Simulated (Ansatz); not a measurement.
The relaxed structure here is a generated cell of WC: the first start was made by placing the elements on the sites of a structure type, and the end was not matched to a known phase here, so it may be hypothetical. Known forms of WC include space group No. 187.

One starting cell of WC (a generated trial cell of WC in the CoSn structure type) was relaxed twice with Ansatz (plane waves, PAW, scalar-relativistic): with r2SCAN at 500 eV and with PBE at 420 eV. The r2SCAN result:

Space group P6/mmm (No. 191); a = b = 5.2483 Å, c = 3.1026 Å, α = β = 90.00°, γ = 120.00°

| atom | site | symmetry | x | y | z |
|---|---|---|---|---|---|
| W | 3f | mmm | 0.0000 | 0.5000 | 0.0000 |
| C | 1a | 6/mmm | 0.0000 | 0.0000 | 0.0000 |
| C | 2d | -6m2 | 0.3333 | 0.6667 | 0.5000 |

```
quantity                          r2SCAN     PBE
--------------------------------  ------  ------
space group                       P6/mmm  P6/mmm
volume (Å³/atom)                   12.34     ___
a (Å)                              5.248     ___
c (Å)                              3.103     ___
gap (eV, no spin-orbit coupling)    0.00     ___
```

Problem. What does PBE give for the same quantities?

Solution. 
- volume (Å³/atom), PBE: 12.51
- a (Å), PBE: 5.293
- c (Å), PBE: 3.094
- gap (eV, no spin-orbit coupling), PBE: 0.00

Both levels end in the same structure; PBE's volume is 1.4 % larger. Neither column is exact.

No spin polarisation in the result.

The run could not lower the symmetry of its start; a shaken copy of this end point relaxes with r2SCAN to P-6m2 (No. 187), 1.33 eV/atom lower.

Ansatz is a program for electronic structure.
